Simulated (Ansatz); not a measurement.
A frame of ZnWO4 from dynamics at 3000 K, with the forces (eV/Å) computed on a k mesh in the last three columns. Level of theory: Ansatz 0.2.0, DFT PBE, scalar-relativistic, plane waves, PAW.

Plane waves to 420 eV, a k mesh through Γ of 3×3×3 on the computed 18-atom cell and Fermi–Dirac smearing (0.26 eV); no spin polarisation.

```xyz
18
Lattice="6.330 0.131 -0.035 0.131 5.928 -0.031 -0.035 -0.031 6.259" Properties=species:S:1:pos:R:3:forces:R:3 pbc="T T T"
W     5.597    3.536    5.383    0.900    6.850    7.440
W     4.526    3.709    2.289    0.740    1.530   -4.310
W     2.589    0.234    1.303    1.140    1.350    1.190
O     4.529    2.993    4.225   -4.750   -0.310   -3.960
O     3.239    1.171    6.146   -1.950    1.420   -0.650
O     0.461    2.350    4.470    4.290   -0.560   -0.180
O     6.277    4.544    2.335   -3.180   -0.770    0.240
O     3.432    2.268    2.443    1.870    0.010   -1.240
O     2.722    4.365    2.284   -0.080    1.230   -0.340
O     4.575    4.711    0.281   -1.040   -1.590    1.010
O     6.296    5.185    4.819   -0.760   -1.600   -0.410
O     1.348    1.324    2.137   -0.280   -1.570   -1.000
O     4.113    5.924    2.436    1.540   -0.430    0.550
O     1.840    5.014    0.089    0.050   -1.110   -0.180
O     5.427    2.427    0.624    0.740    1.160    0.560
Zn    1.896    2.823    6.190    1.510    0.560    0.230
Zn    0.905    0.630    4.773   -0.050   -2.360    0.150
Zn    1.330    3.373    2.641   -0.700   -3.810    0.890
```

Static pressure 9.1 GPa (no kinetic part), a gap on the mesh of 0.84 eV.

Counting as bonded all pairs within 1.2 times the summed covalent radii, but none from a metal cation to another cation:

```json
{"atom → neighbour": "O → W", "mean count": "1.58", "mean length (Å)": "2.01", "spread (Å)": "0.23"}
{"atom → neighbour": "O → Zn", "mean count": "0.58", "mean length (Å)": "1.94", "spread (Å)": "0.18"}
{"atom → neighbour": "W → O", "mean count": "6.33", "mean length (Å)": "2.01", "spread (Å)": "0.23"}
{"atom → neighbour": "Zn → O", "mean count": "2.33", "mean length (Å)": "1.94", "spread (Å)": "0.18"}
```

Angles between all pairs of such bonds at an atom (mean ± spread): 122 ± 21° at O, 102 ± 31° at W, 124 ± 12° at Zn.

Spin-orbit coupling is left out, which matters for the bands of heavy elements. An odd mesh misses points on the zone edge, so a gap read on it can be too wide.

Cost: 1 run of about 1.1 core-minutes, on Arm Neoverse V1 (shared hosts).